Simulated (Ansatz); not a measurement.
Li$_{2}$SiS$_{3}$:
```yaml
crystal:
  lattice:
    - [5.81326, -3.38051, 0.00000]
    - [5.81326, 3.38051, 0.00000]
    - [0.00000, 0.00000, 5.96564]
  atoms:
    - { symbol: Li, position: [0.48784, 0.18097, 0.99035] }
    - { symbol: Li, position: [0.51216, 0.81903, 0.49035] }
    - { symbol: Li, position: [0.81903, 0.51216, 0.99035] }
    - { symbol: Li, position: [0.18097, 0.48784, 0.49035] }
    - { symbol: Si, position: [0.16341, 0.83659, 0.00309] }
    - { symbol: Si, position: [0.83659, 0.16341, 0.50309] }
    - { symbol: S, position: [0.54238, 0.15487, 0.58995] }
    - { symbol: S, position: [0.45762, 0.84513, 0.08995] }
    - { symbol: S, position: [0.84513, 0.45762, 0.58995] }
    - { symbol: S, position: [0.15487, 0.54238, 0.08995] }
    - { symbol: S, position: [0.13936, 0.86064, 0.63152] }
    - { symbol: S, position: [0.86064, 0.13936, 0.13152] }
```

Relaxed with HSE06.

Task: Give the Bader charges and basin volumes of the independent atoms, the program Ansatz at the HSE06 level (PAW).

Result: 

| atom | Bader charge (e) | Bader volume (Å³) |
|---|---|---|
| Li1 | +0.88 | 3.8 |
| Si5 | +2.68 | 5.9 |
| S7 | -1.50 | 36.2 |
| S11 | -1.45 | 31.4 |

Space group Cmc2_1. The first step of the workflow began from a Materials Project structure, measured or hypothetical; the Crystallography Open Database copy checked does not list it. Its standing as an ambient phase is unchecked. The cell was relaxed with HSE06 under the symmetry of its start; whether a distortion lowers the energy is not shown.

Potentials: the later of the program's two PAW sets.
